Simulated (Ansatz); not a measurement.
Relaxation of a relaxed ZnInGaO4 cell with one Zn and one Ga atom exchanged in a cell of 7 atoms; 7 atoms in the cell, which starts as R3m, hexagonal axes (No. 160), hR7; a = 3.3111 Å, b = 3.3111 Å, c = 25.7617 Å, α = 90.00°, β = 90.00°, γ = 120.00°. These are r2SCAN (plane waves to 500 eV, PAW, scalar-relativistic; Ansatz, an electronic-structure program) values and carry that method's errors. Γ-centred k-mesh 8×8×8 on the run's cell (coarser than for final values), Fermi–Dirac smearing 0.05 eV. This is the first round of the run. 

The optimiser's lines from the output (shortened; P is positive under compression):

```
relax step   1: F+E_penalty+E_count = -15003.09485049 eV  Δ(F+E_penalty+E_count) = +0.000e0 eV  max|allowed force component| = 3.600e0 eV/Å  Δτ_max = 0.0000 Å  P = +3.087 GPa  Ω = 81.531 Å³  (12 SCF iters, dr2 threshold 1.00e-7 eV, accepted)
relax step   2: F+E_penalty+E_count = -15004.30184046 eV  Δ(F+E_penalty+E_count) = -1.207e0 eV  max|allowed force component| = 2.225e0 eV/Å  Δτ_max = 0.1773 Å  P = -0.469 GPa  Ω = 82.165 Å³  (9 SCF iters, dr2 threshold 7.00e-7 eV, accepted)
relax step   3: F+E_penalty+E_count = -15004.60740904 eV  Δ(F+E_penalty+E_count) = -3.056e-1 eV  max|allowed force component| = 1.793e0 eV/Å  Δτ_max = 0.1946 Å  P = +5.249 GPa  Ω = 80.054 Å³  (9 SCF iters, dr2 threshold 7.00e-7 eV, accepted)
relax step   4: F+E_penalty+E_count = -15004.76347657 eV  Δ(F+E_penalty+E_count) = -1.561e-1 eV  max|allowed force component| = 1.177e0 eV/Å  Δτ_max = 0.0737 Å  P = +2.911 GPa  Ω = 80.601 Å³  (8 SCF iters, dr2 threshold 7.00e-7 eV, accepted)
relax step   5: F+E_penalty+E_count = -15004.86802308 eV  Δ(F+E_penalty+E_count) = -1.045e-1 eV  max|allowed force component| = 8.574e-1 eV/Å  Δτ_max = 0.1109 Å  P = -0.144 GPa  Ω = 81.537 Å³  (9 SCF iters, dr2 threshold 7.00e-7 eV, accepted)
relax step   6: F+E_penalty+E_count = -15004.90127039 eV  Δ(F+E_penalty+E_count) = -3.325e-2 eV  max|allowed force component| = 3.376e-1 eV/Å  Δτ_max = 0.0374 Å  P = +0.224 GPa  Ω = 81.375 Å³  (7 SCF iters, dr2 threshold 7.00e-7 eV, accepted)
relax step   7: F+E_penalty+E_count = -15004.90677796 eV  Δ(F+E_penalty+E_count) = -5.508e-3 eV  max|allowed force component| = 1.214e-1 eV/Å  Δτ_max = 0.0236 Å  P = -0.239 GPa  Ω = 81.655 Å³  (6 SCF iters, dr2 threshold 7.00e-7 eV, accepted)
relax step   8: F+E_penalty+E_count = -15004.90820356 eV  Δ(F+E_penalty+E_count) = -1.426e-3 eV  max|allowed force component| = 2.340e-2 eV/Å  Δτ_max = 0.0104 Å  P = +0.119 GPa  Ω = 81.474 Å³  (5 SCF iters, dr2 threshold 7.00e-7 eV, accepted)
relax step   9: F+E_penalty+E_count = -15004.90817019 eV  Δ(F+E_penalty+E_count) = +3.338e-5 eV  max|allowed force component| = 2.263e-2 eV/Å  Δτ_max = 0.0024 Å  P = -0.077 GPa  Ω = 81.563 Å³  (6 SCF iters, dr2 threshold 7.84e-8 eV, accepted)
relax step  10: F+E_penalty+E_count = -15004.90822835 eV  Δ(F+E_penalty+E_count) = -5.816e-5 eV  max|allowed force component| = 2.010e-3 eV/Å  Δτ_max = 0.0012 Å  P = +0.009 GPa  Ω = 81.525 Å³  (5 SCF iters, dr2 threshold 3.20e-8 eV, accepted)
relax step  11: F+E_penalty+E_count = -15004.90822218 eV  Δ(F+E_penalty+E_count) = +6.170e-6 eV  max|allowed force component| = 2.034e-3 eV/Å  Δτ_max = 0.0000 Å  P = +0.008 GPa  Ω = 81.525 Å³  stress off target by 1.13e-2 GPa  SCF on the basis re-selected at this cell (its energy is not comparable with the rows above)  (6 SCF iters)
```

From the first to the last row the energy changes by -0.26 eV/atom and the volume by 0.0 %. The last row is marked as not comparable with the walk above it, whose basis was carried along; it does compare with step 1, since both stand on a basis selected at the nominal cutoff for their own cell.

Later rounds, restarted from the end of this one on a renewed k-mesh, logged 2 more steps and released under 1 meV/atom more. The final structure after all rounds: R3m, hexagonal axes (No. 160), hR7; a = b = 3.3108 Å, c = 25.7637 Å, α = β = 90.00°, γ = 120.00°. Between re-selections the logged energies stand on a plane-wave basis carried along with the cell. No spin polarisation in the result.

The run could not lose the symmetry of its start.
